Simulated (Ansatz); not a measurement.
Relaxed CdSe (wurtzite):

```xyz
4
Lattice="4.3400 0.0000 0.0000 -2.1700 3.7585 0.0000 0.0000 0.0000 7.0780" Properties=species:S:1:pos:R:3 pbc="T T T"
Cd     2.1700     1.2528     0.0040
Cd     0.0000     2.5057     3.5430
Se     2.1700     1.2528     4.4212
Se     0.0000     2.5057     0.8822
```

In each cell atom 2 (Cd, nearest neighbour Se at 2.655 Å; its periodic images, 4.3 Å or more away, move with it) moves by s·(1.000, 0.000, 0.000) (along Cartesian x), the rest being held.

Calculation: r2SCAN (plane waves to 500 eV, PAW, scalar-relativistic; Ansatz, a quantum-chemistry and plane-wave program). k mesh 7×7×4 (Γ-centred), Fermi-Dirac smearing 0.05 eV. F⊥ is the part of the force across the line. CdSe was relaxed with its symmetry unable to fall. 

| s (Å) | |F⊥| (eV/Å) |
|---|---|
| -0.800 | 7.332 |
| -0.640 | 4.207 |
| -0.480 | ? |
| -0.320 | 0.896 |
| -0.160 | ? |
| 0.000 | 0.001 |
| 0.160 | ? |
| 0.320 | 0.896 |
| 0.480 | ? |
| 0.640 | 4.207 |
| 0.800 | 7.332 |

Question: Fill in the missing entries.

Answer: 
- -0.480, |F⊥| (eV/Å): 2.159
- -0.160, |F⊥| (eV/Å): 0.215
- 0.160, |F⊥| (eV/Å): 0.215
- 0.480, |F⊥| (eV/Å): 2.159

(For displaced atoms, the force is minus the slope of the energy, and its curvature is a force constant, which sets phonon frequencies.)
